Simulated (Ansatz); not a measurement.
Nb (fcc (Cu type), Fm-3m) at seven volumes, plane-wave PAW r²SCAN (Ansatz code), scaled uniformly. One row is withheld.

```csv
V (Å³/atom),P (GPa)
17.021,18.59
17.582,11.52
18.143,?
18.705,0.00
19.266,-4.71
19.827,-8.84
20.388,-12.44
```

Task: Fit the shown pressures and predict the withheld one.

Result: P = (3/2)B₀(x^(7/2) − x^(5/2))[1 + (3/4)(B′ − 4)(x − 1)] with x = (V₀/V)^(2/3). Least squares on the six rows gives V₀ = 18.704 Å³/atom, B₀ = 168 GPa, B′ = 3.46. At V = 18.143, x = 1.0205 and P = 5.39 GPa. The run itself gave 5.37 GPa.

The workflow started from an entry of the Crystallography Open Database (COD), which files this formula under 2 space groups. It is not the phase usual at ambient conditions (space group No. 229). The cell was relaxed with r²SCAN under the symmetry of its start. At this level the phase is mechanically unstable. The run is not spin-polarised.

Potentials: the earlier of the program's two PAW sets.
